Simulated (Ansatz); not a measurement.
A geometry of ZnSiP$_{2}$ away from equilibrium: step 6 of the relaxation of a relaxed ZnSiP2 cell with every coordinate shifted by Gaussian noise of σ = 0.45 Å. Method: PBE (plane waves to 420 eV, PAW, scalar-relativistic; Ansatz, a first-principles code). Γ-centred k-mesh 5×5×6 on the run's cell (coarser than for final values), Fermi–Dirac smearing 0.05 eV.

```xyz
8
Lattice="-2.7028 2.7560 5.3372 2.6827 -2.7261 5.3116 2.7034 2.7267 -5.3219" Properties=species:S:1:pos:R:3:forces:R:3 pbc="T T T" free_energy=-10934.893 pressure_GPa=-1.2
Zn    -0.0218     2.8810     2.5331   -0.4415    0.3573   -0.0962
Zn    -0.1825     0.2418    -0.1763    0.4997    0.0161    0.1146
Si     2.5392     0.1013     2.5689    0.4953    0.9316   -0.4346
Si    -0.0608     0.2045     5.2348   -0.6247    0.2345   -0.2933
P      1.2993     1.6478    -1.4698    0.0598   -0.2224    0.1981
P      1.2402     1.4853     3.8799    0.2493   -0.6032   -0.0560
P      3.8643     1.5869     1.2085   -0.3699   -0.6624    0.5482
P     -1.4050     1.5821     6.4959    0.1320   -0.0516    0.0191
```

Positions in Å, forces in eV/Å, free energy of the cell in eV (comparable only within this code, potentials and settings). Largest force: 1.14 eV/Å, on Si3 (atoms numbered as listed); the geometry lies 0.02 eV/atom above the end of its relaxation.

No spin polarisation in the result.
